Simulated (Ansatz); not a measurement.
SiO$_{2}$:
```cif
data_O2Si
_chemical_formula_sum 'Si1 O2'
_space_group_name_H-M_alt 'P-3m1'
_space_group_IT_number 164
_space_group_name_Hall '-P 3 2"'
_cell_length_a 2.68653
_cell_length_b 2.68653
_cell_length_c 4.59965
_cell_angle_alpha 90.000
_cell_angle_beta 90.000
_cell_angle_gamma 120.000
loop_
_atom_site_label
_atom_site_type_symbol
_atom_site_symmetry_multiplicity
_atom_site_Wyckoff_symbol
_atom_site_fract_x
_atom_site_fract_y
_atom_site_fract_z
_atom_site_occupancy
Si1 Si 1 a 0.00000 0.00000 0.00000 1
O1 O 2 d 0.33333 0.66667 0.19906 1
```

Relaxed with PBE+D3(BJ).

Task: Give the optical modes at the zone centre with their infrared and Raman activity from DFPT, PBE+D3(BJ) (plane waves, PAW; program Ansatz).

Result: Transverse frequencies, without the LO–TO term; a row sums one degenerate level.

```tsv
ω (cm⁻¹)	degeneracy	IR ((D/Å)²/amu)	Raman (Å⁴/amu)	activity	symmetry
539	2	0.00	2.2	Raman	Eg
556	2	49.77	0	IR	Eu
693	1	0.00	33	Raman	A1g
837	1	5.92	0	IR	A2u
```

Task: How high does the top mode go among those that the LO–TO term moves?

Result: 938 cm⁻¹ for q along x, 938 cm⁻¹ for q along y, 942 cm⁻¹ for q along z.

A made-up cell: these elements were put on the sites of a structure type; neither database checked (COD, Materials Project) lists it. It is not the phase usual at ambient conditions (space group No. 92, 152, 154). The PBE+D3(BJ) relaxation kept the symmetry of its start; phonons on a q-mesh show no instability.

Potentials: the later of the program's two PAW sets.
